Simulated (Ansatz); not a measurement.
InSe$_{2}$: a faulty run and its cure

Someone meant to compute InSe$_{2}$ with PBEsol, plane waves and PAW in Ansatz and wrote this input.

```yaml
crystal:
  lattice:
    - [3.894893, 0.0, 0.0]
    - [0.0, 3.894893, 0.0]
    - [0.0, 0.0, 9.626231]
  atoms:
    - { symbol: In, position: [0.0, 0.5, 0.706468] }
    - { symbol: In, position: [0.5, 0.0, 0.293532] }
    - { symbol: Se, position: [0.0, 0.5, 0.366212] }
    - { symbol: Se, position: [0.5, 0.0, 0.633788] }
    - { symbol: Se, position: [0.0, 0.0, 0.0] }
    - { symbol: Se, position: [0.5, 0.5, 0.0] }
basis:
  ecutwfc: 420
kpoints:
  mp_grid: { grid: [10, 10, 4] }
hamiltonian:
  xc: pbesol
scf:
  occupations: { method: gaussian, width: 0.1 }
  max_iter: 12
  convergence: { dr2_threshold: "1e-19 eV" }
output:
  forces: true
  stress: true
  eigenvalues: true
```

Command:

```bash
ansatz run input.yaml --threads 1 --pin off --max-ram 2560MiB --backend cpu --events-out ev --progress --plain --runs-dir out
```

The program printed (HF is the Harris–Foulkes energy, dr2 the density residual in eV):

```text
Pseudopotential: In, paw, valence charge 13, recommended cutoff 420 eV (normal)
Pseudopotential: Se, paw, valence charge 16, recommended cutoff 420 eV (normal)
Crystal: 6 atoms, lattice volume = 146.032 Å³
Basis set: ecut = 420 eV, 2889 PW (Γ), exchange–correlation on 54×54×144 points (8 copies of the dense FFT grid, shifted against one another)
Bands: 54, of which v1, the nominal top of the filled ones, is band 45 counted from 1 (44 counted from 0)
Symmetry: 16 space group operations
Space group: P4/nmm (ITA 129), of the structure as read, at distance tolerance 5.3e-5 Å
k-points: 63 of 400
PAW frozen core: In, regenerated for the run's functional, and the local potential with it (the file was generated under x = pbe(κ = 0.804, μ = 0.2195), c = pbe(β = 0.0667))
PAW frozen core: Se, regenerated for the run's functional, and the local potential with it (the file was generated under x = pbe(κ = 0.804, μ = 0.2195), c = pbe(β = 0.0667))
Initial density: superposition of atomic densities, corrected by the library's trained network
SCF iter   1: HF=-32748.918756 eV  Δρ=3.74e-3  dr2=2.61e-2
SCF iter   2: HF=-32748.909735 eV  Δρ=2.13e-3  dr2=8.91e-3
SCF iter   3: HF=-32748.907842 eV  Δρ=5.37e-4  dr2=1.12e-3
SCF iter   4: HF=-32748.907718 eV  Δρ=2.61e-4  dr2=3.54e-4
   ...
SCF iter  10: HF=-32748.907678 eV  Δρ=1.06e-6  dr2=3.03e-9
SCF iter  11: HF=-32748.907678 eV  Δρ=4.07e-7  dr2=3.95e-10
SCF iter  12: HF=-32748.907678 eV  Δρ=9.54e-8  dr2=3.09e-11
Error: did not converge after 12 iterations: dr2 = 3.09e-11 (threshold 1.00e-19), under the density mixer `msr1`, which `scf.mixing.algorithm: auto` chose by the deck's other keys (type `scf.mixing.algorithm: msr1` to keep it); raise `scf.max_iter`, which need not help a stalled SCF …
```

Problem. What is the cause?
A. An atom listed twice
B. Cartesian positions typed as fractional ones
C. A total moment locked at a wrong value
D. An SCF threshold too tight for the iterations allowed
E. Spin-orbit coupling without non-collinear spin

Solution. D. The residual can't fall so far within the iterations allowed. The cure is the default threshold.

Fix:

```diff
 scf:
-  max_iter: 12
-  convergence: { dr2_threshold: "1e-19 eV" }
```

The mended run converges, with no gap, a pressure of -3.35 GPa.

The mended run took 20 s on 1 thread of Intel(R) Xeon(R) 6975P-C (Granite Rapids), with other jobs on the host, peak memory 0.66 GiB.